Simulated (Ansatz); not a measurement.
The elements of this relaxed trial crystal are hidden behind letters.

```
lattice vectors (Å)
   0.0000    3.7862    3.7862
   3.7862    0.0000    3.7862
   3.7862    3.7862    0.0000
fractional positions
X 0.7500 0.7500 0.7500
Z 0.8732 0.3756 0.3756
Z 0.3756 0.3756 0.3756
Z 0.3756 0.8732 0.3756
Z 0.3756 0.3756 0.8732
Q 0.0000 0.0000 0.0000
```

Method: Ansatz, DFT PBE, scalar-relativistic, plane waves, PAW. Settings of the last relaxation (6-atom cell): 420 eV, 8×8×8 k points, Gaussian smearing of 0.10 eV, collinear spin.

| Quantity | Value |
| --- | --- |
| Space group | F-43m (No. 216) |
| Conventional cell | a = 7.572 Å |
| Volume per atom | 18.09 Å³ |
| Density | 3.48 g/cm³ |
| Energy over the elements | −0.11 eV/atom |
| Gap on the 8×8×8 mesh of the 6-atom cell | 0 eV (a metal) |
| Net moment per atom | 0.00 μB |

Energies are uncorrected and count from the elements' standard states at the same level.

**Question.** X is a d-block element of period 4, Z is a p-block element of period 3 and Q is a p-block element of period 4. Which elements are they?

**Answer.** X = Sc, Z = Al, Q = As, so the formula is ScAl4As. Density times volume gives a mean mass of 3.48 × 18.09/1.6605 = 37.9 u per atom, and this set has 38.0 u. Among the elements that the hints allow, noble gases aside, only these give it. Around Sc lie 12 Al at 3.14 Å and 4 As at 3.28 Å; Al is surrounded by 6 Al at 2.66–2.69 Å, 3 Sc at 3.14 Å and 3 As at 3.14 Å; around As lie 12 Al at 3.14 Å and 4 Sc at 3.28 Å.

A structure relaxed within its symmetry needn't be a true minimum. Another cell of ScAl4As relaxed alike but without spin, in P6/mmm, lies 16 meV/atom lower, so this cell isn't the stable form at this level.
